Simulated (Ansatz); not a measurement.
A 3-atom cell of SnSe2 started from a crystallographic database (r2SCAN+rVV10 geometry), in Ansatz:

```cif
data_structure
_symmetry_space_group_name_H-M 'P 1'
_symmetry_Int_Tables_number 1
_cell_length_a 3.8252
_cell_length_b 3.8252
_cell_length_c 6.2271
_cell_angle_alpha 90.000
_cell_angle_beta 90.000
_cell_angle_gamma 120.000
_cell_volume 78.91
loop_
_atom_site_label
_atom_site_type_symbol
_atom_site_fract_x
_atom_site_fract_y
_atom_site_fract_z
_atom_site_occupancy
Sn1 Sn 0.00000 0.00000 0.00000 1
Se1 Se 0.33333 0.66667 0.25308 1
Se2 Se 0.66667 0.33333 0.74692 1
```

G0W0@PBE with 432 empty bands, a screening cutoff of 180 eV and a 6×6×4 mesh (PAW, contour deformation) gives 1.293 eV over the mesh points, from a PBE gap of 0.788 eV; it sums over 455 bands with 415 plane waves in the screening and a wave cutoff of 420 eV. G0W0 here is at a finite number of bands, screening cutoff and k mesh, not at the basis limit. Spin-unpolarised throughout; all numbers are computed.

Problem. Another run gave a Kohn-Sham gap of 0.788 eV and a G0W0 gap of 1.290 eV, summing over 202 bands with 185 plane waves in the screening and a wave cutoff of 420 eV. What was changed?

Solution. Empty bands 179, screening cutoff 100 eV. The counts of bands and plane waves show that both rose or fell; the cutoff follows only within a few eV.

Problem. Another run gave a Kohn-Sham gap of 0.788 eV and a G0W0 gap of 1.345 eV, summing over 455 bands with 415 plane waves in the screening and a wave cutoff of 420 eV. What was changed?

Solution. Frequency model Godby-Needs pole. Only the quasiparticle gap differs.

Problem. Estimate the gap with starting point r2SCAN, with them a wave cutoff of 500 eV.

Solution. 1.472 eV (+0.179 eV), from a Kohn-Sham gap of 1.066 eV.

Problem. Estimate the gap with starting point PBE0.

Solution. 1.793 eV (+0.500 eV), from a Kohn-Sham gap of 2.056 eV.

Spin-orbit coupling is left out, which matters wherever the heavy atoms make up the band edges.

The program warns that the k mesh is coarse for exact exchange in some of these runs, so their gaps aren't converged.
